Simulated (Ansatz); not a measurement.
La₂O₃ (La2O3 or Ni2Al3 type, P-3m1) under volume change, LDA (plane waves, PAW; program Ansatz), shape and atoms relaxed at each volume.

```tsv
V (Å³/atom)	E − E(relaxed) (meV/atom)	P (GPa)
14.143	55.9	13.76
14.610	?	?
15.076	5.6	3.97
15.542	0.0	-0.01
16.008	5.2	-3.49
16.475	19.9	-6.54
16.941	?	?
```

Question: Complete the blanks.

Answer: 
- 14.610, E − E(relaxed) (meV/atom): 23.7
- 14.610, P (GPa): 8.52
- 16.941, E − E(relaxed) (meV/atom): 42.8
- 16.941, P (GPa): -9.18

Question: What does a third-order Birch–Murnaghan fit give for V₀, B₀ and B′?

Answer: V₀ = 15.54 Å³/atom, B₀ = 124 GPa, B′ = 3.5.

The LDA relaxation kept the symmetry of its start. Scalar-relativistic: spin–orbit coupling is off unless named, which matters more the heavier the elements.

Potentials: the earlier of the program's two PAW sets. The files were generated under PBE; for other functionals the program regenerates the frozen cores, and for LDA and PBEsol the local potential too.
